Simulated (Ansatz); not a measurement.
Ca:
```xyz
1
Lattice="0.0000 2.6680 2.6680 2.6680 0.0000 2.6680 2.6680 2.6680 0.0000" Properties=species:S:1:pos:R:3 pbc="T T T"
Ca     0.0000     0.0000     0.0000
```

Relaxed with LDA. Special points in fractions of this cell's reciprocal vectors: Γ (0.000, 0.000, 0.000); X (0.500, 0.000, 0.500); U (0.625, 0.250, 0.625); K (0.375, 0.375, 0.750); L (0.500, 0.500, 0.500); W (0.500, 0.250, 0.750).

Problem. List the band energies nearest the Fermi level at these points for plane-wave PAW LDA (Ansatz code).

Solution. In eV from the Fermi level; about four levels below and three above (degenerate sets whole), none deeper than 8.9 eV; points with the same levels are listed once.

```
k        below                above
-  -----------  -------------------
Γ        -4.22       2.34 2.34 2.34
X        -0.61       0.42 1.19 4.32
U        -0.06       0.33 0.93 3.40
L  -1.10 -0.02  2.22 2.22 4.32 4.32
W            –       0.10 0.70 0.70
```

Space group Fm-3m (fcc (Cu type)). The LDA relaxation kept the symmetry of its start.

Potentials: the earlier of the program's two PAW sets. The files were generated under PBE; for other functionals the program regenerates the frozen cores, and for LDA and PBEsol the local potential too.
